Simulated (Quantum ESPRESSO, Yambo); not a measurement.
WO₃ (ReO3 type, space group Pm-3m, No. 221): static response along x against the Γ-centred k mesh (Yambo on norm-conserving LDA (Quantum ESPRESSO, 84 Ry, without SOC) bands; 47 bands, 4 Ry block). The smallest direct LDA gap is 1.66 eV.

| k mesh | ε(0), independent particles | ε(0), RPA with local fields |
|---|---|---|
| 4×4×4 | 16.1 | 15.5 |
| 6×6×6 | 11.1 | 10.7 |
| 8×8×8 | 9.76 | 9.45 |
| 10×10×10 | ___ | ___ |

Task: What does the densest mesh give?

Result: 
- 10×10×10, ε(0), independent particles: 9.36
- 10×10×10, ε(0), RPA with local fields: 9.06

The last step changes the RPA value by 4.4 %. Electronic response only; costs are rough.

Geometry relaxed with LDA; primitive cell a = b = c = 3.7688 Å, α = β = γ = 90.00°.

The structure is a Materials Project entry; no match was found in the copy of COD used, and its stability was not checked.
